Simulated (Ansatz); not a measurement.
Ti2InC in space group P6_3/mmc (No. 194; Ti on 4f, In on 2d, C on 2a), plane-wave PAW PBEsol (Ansatz code), all energies at zero smearing, with the estimated change up to a 700 eV cutoff added, with one set of potentials and settings (totals compare only within such a set). Cell of 8 atoms (4 Ti, 2 In, 2 C): -21445.869 eV.

```json
[
 {"element": "Ti", "reference phase": "P6/mmm, 3 atoms in the cell", "E (eV/atom)": "-2473.9117"},
 {"element": "In", "reference phase": "I4/mmm, 1 atoms in the cell", "E (eV/atom)": "-5525.4106"},
 {"element": "C", "reference phase": "P6_3/mmc, 4 atoms in the cell", "E (eV/atom)": "-246.6950"}
]
```

Formation energy per atom, worked out: (-21445.869 − 4×(-2473.9117) − 2×(-5525.4106) − 2×(-246.6950))/8 = -0.751 eV/atom (-72 kJ per mol of atoms), at 0 K, without zero-point energy or fitted corrections.

The workflow started from a Materials Project entry (that database holds measured and hypothetical structures alike); the Crystallography Open Database copy checked does not list it. Its standing as an ambient phase is unchecked. The cell was relaxed with PBEsol under the symmetry of its start; whether a distortion lowers the energy is not shown. The run is not spin-polarised. The references are the lowest solids computed at this level, not always the standard phases.

Potentials: the later of the program's two PAW sets.
